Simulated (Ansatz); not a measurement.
AlRu:
```
CELL_PARAMETERS angstrom
      0.00000     2.46865     2.46865
      2.46865     0.00000     2.46865
      2.46865     2.46865     0.00000
ATOMIC_POSITIONS crystal
  Ru 0.00000 0.00000 0.00000
  Al 0.50000 0.50000 0.50000
```

Relaxed with r²SCAN. Special points in fractions of this cell's reciprocal vectors: Γ (0.000, 0.000, 0.000); X (0.500, 0.000, 0.500); U (0.625, 0.250, 0.625); K (0.375, 0.375, 0.750); L (0.500, 0.500, 0.500); W (0.500, 0.250, 0.750).

Problem. List the band energies nearest the Fermi level at these points for the program Ansatz at the r²SCAN with spin–orbit coupling level (PAW).

Solution. In eV from the Fermi level; about four levels below and three above (degenerate sets whole), none deeper than 8.9 eV; points with the same levels are listed once.

| k | below | above |
|---|---|---|
| Γ | -1.85 -1.85 -1.85 -1.85 | 7.04 7.04 7.23 7.23 7.23 7.23 |
| X | -2.68 -2.68 -1.09 -1.09 | 0.04 0.04 0.21 0.21 |
| U | -2.04 -2.04 -0.19 -0.19 | 0.50 0.50 1.43 1.43 |
| L | -0.37 -0.37 -0.30 -0.30 | 1.48 1.48 7.95 7.95 |
| W | -3.43 -3.43 -2.61 -2.61 | 0.12 0.12 1.43 1.43 |

Space group Fm-3m (rock salt). The start of the workflow was typed in or built on a structure type; neither database checked (COD, Materials Project) lists it. COD files the formula under space group No. 221, so this cell is another polymorph or a model. Whether it is the stable phase at ambient conditions was not checked. Symmetry was held in the r²SCAN relaxation. At this level the phase is mechanically unstable. No spin polarisation was allowed. Its formation energy is positive at this level, so the cell may be metastable or incomplete.

Potentials: the earlier of the program's two PAW sets.
